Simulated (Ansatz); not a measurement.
NbRu (CsCl type, Pm-3m) under volume change, r²SCAN (plane waves, PAW; program Ansatz), scaled uniformly.

| V (Å³/atom) | E − E(relaxed) (meV/atom) | P (GPa) |
|---|---|---|
| 14.342 | 116.3 | 28.51 |
| 14.815 | 48.9 | 17.48 |
| 15.288 | … | … |
| 15.761 | 0.0 | 0.00 |
| 16.234 | 10.4 | -6.89 |
| 16.706 | 39.6 | -12.76 |
| 17.179 | … | … |

Some entries are withheld; supply them.


- 17.179, E − E(relaxed) (meV/atom): 84.9
- 17.179, P (GPa): -17.76
- 15.288, E − E(relaxed) (meV/atom): 11.6
- 15.288, P (GPa): 8.06

What does a third-order Birch–Murnaghan fit give for V₀, B₀ and B′?

V₀ = 15.76 Å³/atom, B₀ = 248 GPa, B′ = 4.2.

The workflow started from an entry of the Crystallography Open Database (COD), which files this formula under 2 space groups. Whether it is the stable phase at ambient conditions was not checked. The cell was relaxed with r²SCAN under the symmetry of its start; whether a distortion lowers the energy is not shown. The run is not spin-polarised.

Potentials: the later of the program's two PAW sets.
